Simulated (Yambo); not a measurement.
# Optical response of BaCNSCl

```xyz
10
Lattice="5.9131 0.0000 0.0000 0.0000 4.6898 0.0000 -1.3486 0.0000 8.8023" Properties=species:S:1:pos:R:3 pbc="T T T"
C      1.1890     1.1724     7.4434
C      3.3755     3.5173     1.3589
N      2.3326     1.1724     7.1215
N      2.2318     3.5173     1.6808
S      4.9443     3.5173     0.9146
S     -0.3799     1.1724     7.8877
Cl     3.8129     1.1724     3.9754
Cl     0.7515     3.5173     4.8269
Ba     3.7286     3.5173     6.1492
Ba     0.8358     1.1724     2.6531
```

Yambo, RPA with local fields on PBEsol bands; 4×4×2 mesh, 175 bands, 3 Ry local-field block, 0.2 eV broadening; field along x.

| E (eV) | Im ε | Re ε | Im ε, independent particles |
|---|---|---|---|
| 0.0 | 0.00 | 3.84 | 0.00 |
| 0.6 | 0.01 | 3.86 | 0.03 |
| 1.2 | 0.03 | 3.93 | 0.07 |
| 1.9 | 0.05 | 4.06 | 0.12 |
| 2.5 | 0.08 | 4.27 | 0.20 |
| 3.1 | 0.14 | 4.61 | 0.39 |
| 3.8 | 0.29 | 5.23 | 1.00 |
| 4.4 | 1.25 | 6.51 | 7.21 |
| 5.0 | 2.61 | 5.99 | 10.0 |
| 5.6 | 4.71 | 5.45 | 7.29 |
| 6.2 | 6.00 | 3.40 | 3.59 |
| 6.9 | 5.16 | 1.84 | 3.90 |
| 7.5 | 4.38 | 0.75 | 3.79 |
| 8.1 | 3.52 | 0.19 | 3.34 |
| 8.8 | 2.88 | 0.50 | 2.68 |
| 9.4 | 2.57 | 0.20 | 2.51 |
| 10.0 | 2.09 | 0.43 | 2.14 |
| 10.6 | 1.89 | 0.40 | 2.13 |
| 11.2 | 1.78 | 0.37 | 1.75 |
| 11.9 | 1.87 | 0.32 | 1.44 |
| 12.5 | 1.30 | 0.21 | 1.52 |
| 13.1 | 1.15 | 0.50 | 1.78 |
| 13.8 | 1.29 | 0.52 | 1.46 |
| 14.4 | 1.18 | 0.30 | 1.04 |
| 15.0 | 0.99 | 0.46 | 0.99 |
| 15.6 | 0.93 | 0.52 | 1.38 |
| 16.2 | 0.88 | 0.50 | 1.54 |
| 16.9 | 0.80 | 0.60 | 2.58 |
| 17.5 | 0.88 | 0.78 | 2.35 |
| 18.1 | 0.93 | 0.65 | 1.64 |
| 18.8 | 0.98 | 0.73 | 1.04 |
| 19.4 | 1.04 | 0.53 | 0.70 |
| 20.0 | 0.90 | 0.43 | 0.73 |

Structure narrower than a few tenths of an eV can come from the finite k mesh. Convergence of the RPA response with its 4×4×2 mesh was not tested. No excitonic effects at this level.

Geometry of the Materials Project entry, not relaxed at this level.
